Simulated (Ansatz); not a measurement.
Method: Ansatz 0.2.0, DFT PBE, scalar-relativistic, plane waves, PAW, and for the lanthanide a 4f-in-core norm-conserving potential. All cells share a 690 eV cutoff and Γ-centred k meshes spaced about 0.3 Å⁻¹ or finer (0.25 for metals, 2π included). No spin polarisation.

These are static total energies at zero pressure.

Two forms of HoAuF4 were relaxed alike.

1. Space group P6/mmm (No. 191), hexagonal, a = 4.028 Å, c = 8.341 Å. Around Ho lie 2 F at 2.15 Å and 6 F at 2.33 Å; around Au lie 2 F at 2.02 Å; F on a site of symmetry -6m2 has 3 F at 2.33 Å and 3 Ho at 2.33 Å; F on a site of symmetry 6mm has 1 Au at 2.02 Å and 1 Ho at 2.15 Å.

2. Space group P-1 (No. 2), triclinic, a = 4.328 Å, b = 4.328 Å, c = 8.226 Å, α = 83.1°, β = 83.8°, γ = 89.8°. Ho has 6 F at 2.16 Å; around Au lie 2 F at 2.01 Å; F on a site of symmetry -1 has 2 Ho at 2.16 Å; F on a second site of symmetry -1 has 2 Ho at 2.16 Å; F on a site of symmetry 1 is surrounded by 1 Au at 2.01 Å and 1 Ho at 2.16 Å.

Question: Which is lower in energy, and by how much?

Answer: Cell 2 is lower, by 32 meV/atom. Cell 1 has space group P6/mmm (No. 191), 19.5 Å³/atom and a gap of 2.51 eV on its mesh; cell 2 has space group P-1 (No. 2), 25.3 Å³/atom and a gap of 2.76 eV. Counting F atoms around Au and Ho (those within 1.25 times the shortest such distance or 1.15 times the sum of covalent radii, 1.27 where that leaves under three), cell 1 has Ho 8, Au 2 and cell 2 has Ho 6, Au 2. The lower one is the more open, so pressure narrows the difference. Both come from trial cells of a structure search.

These runs have no spin–orbit coupling, which can matter for Au. Kohn–Sham gaps at this level usually fall short of measured ones. With atoms moved at random, cell 1 (by 31 meV/atom) fell into a lower structure and cell 2 came back.

The lanthanide is trivalent by construction, without f bands, f moments or other valences.
